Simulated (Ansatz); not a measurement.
Input:

Relaxed MgO (rock salt):

```xyz
4
Lattice="0.0000 4.2044 4.2044 2.1022 0.0000 2.1022 2.1022 2.1022 0.0000" Properties=species:S:1:pos:R:3 pbc="T T T"
O      0.0000     0.0000     0.0000
O      2.1022     4.2044     2.1022
Mg     2.1022     2.1022     2.1022
Mg     2.1022     4.2044     4.2044
```

The atoms are displaced by Q × the pattern below (from a DFPT mode at L = (0.5, 0.0, 0.0), largest move 1; Q in Å), at fixed cell. (q is in reciprocal vectors of the primitive cell; the cell shown is doubled to hold the pattern.)

| atom | x | y | z |
|---|---|---|---|
| Mg3 | 0.577 | -0.577 | -0.577 |
| Mg4 | -0.577 | 0.577 | 0.577 |

Atoms not listed stay in place.

These are r2SCAN (plane waves to 500 eV, PAW, scalar-relativistic; Ansatz, a program for electronic structure) values and carry that method's errors. k mesh 13×13×13 (Γ-centred), Fermi-Dirac smearing 0.05 eV. E stands for the smeared free energy. MgO was relaxed with its symmetry unable to fall. The zero of ΔE is the undisplaced structure.

The scan covers Q from -0.100 to 0.100 Å in 13 points.

**Question.** Which space group does the distorted structure have?

**Answer.** R-3m (No. 166), lowered from Fm-3m.

**Question.** Is this a single well or a double well?

**Answer.** A single well with its minimum at or next to zero displacement.

**Question.** What is the energy change at Q = 0.100 Å?

**Answer.** 271.4 meV/cell.

**Question.** What harmonic wavenumber does the curvature at Q = 0 give?

**Answer.** 551 cm⁻¹.

(A displaced cell: forces are minus the slopes of the energy, force constants its curvatures, and phonons follow from these.)
